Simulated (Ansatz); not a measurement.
**TeAs (Fm-3m): electronic heat capacity and spin susceptibility from the density of states**

Computed with Ansatz, DFT PBEsol+D3(BJ), scalar-relativistic, plane waves, PAW.

Settings: cutoff 420 eV, Γ-centred mesh 12×12×12 on the computed 2-atom cell, Gaussian smearing of 0.10 eV; no spin polarisation.

Relaxed cell: Fm-3m, a = 5.775 Å, b = 5.775 Å, c = 5.775 Å, α = 90.00°, β = 90.00°, γ = 90.00°, 2 atoms in the primitive cell. Whether it is the stable form of this composition wasn't checked.

The density of states at the Fermi level is 0.996 states/eV in the cell of 2 atoms (1 formula unit; both spins, tetrahedra on a 18×18×18 mesh).

Q: What Sommerfeld coefficient and Pauli susceptibility does this give?

A: Per formula unit N(E_F) = 0.996 states/eV. γ = (π²/3) k_B² N(E_F) N_A = 2.357 mJ/(mol K²) per state/eV, so γ = 2.3 mJ/(mol K²), a mole of formula units. χ_P = μ_B² N(E_F) N_A = 3.23×10⁻⁵ emu/mol per state/eV gives 3.2×10⁻⁵ emu/mol. This is the bare band result: a measured γ of the same phase is as a rule larger by a factor 1 + λ from phonons and spin fluctuations, the spin part of χ is larger by the Stoner factor, and a measured χ also holds orbital and core terms. N(E_F) at one energy is sensitive to the mesh where the density of states has sharp peaks.

Spin-orbit coupling is left out, which matters for the bands of heavy elements.

Cost: 1 run of about 0.29 core-minutes, on Arm Neoverse V2 (shared hosts).